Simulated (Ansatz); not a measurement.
Ca$_{2}$BeN$_{2}$ in space group I4/mmm (No. 139; Ca on 4e, Be on 2a, N on 4e), DFT-PBE in the program Ansatz with PAW potentials. The conduction-band minimum lies at Γ, with 1 equivalent valley. Second derivatives d²E/dk² of the lowest band at one valley (eV·Å²), along Cartesian directions:

```tsv
direction	d²E/dk²
[100]	22.42
[010]	22.42
[001]	28.91
[110]	22.42
[101]	25.67
[011]	25.67
```

**Question.** Find the principal effective masses, the density-of-states mass and the conductivity mass.

**Answer.** Off-diagonal terms follow from H_xy = H[110] − (H_xx + H_yy)/2, and m*/mₑ = 7.620 eV·Å² over each eigenvalue: 0.26, 0.34, 0.34. One valley's DOS mass (m₁m₂m₃)^(1/3) = 0.31, conductivity mass 3/(Σ 1/mᵢ) = 0.31 mₑ.

**Question.** What effective density of states Nc follows at 300 K for parabolic valleys?

**Answer.** Nc = 2.509e19 × 1 × (0.31)^(3/2) ≈ 4.3e18 cm⁻³.

The start of the workflow was typed in or built on a structure type; neither database checked (COD, Materials Project) lists it. Whether it is the stable phase at ambient conditions was not checked. Symmetry was held in the PBE relaxation; whether a distortion lowers the energy is not shown.

Potentials: the earlier of the program's two PAW sets.

Edges and masses are those of Kohn–Sham bands, whose gap is no quasiparticle gap.
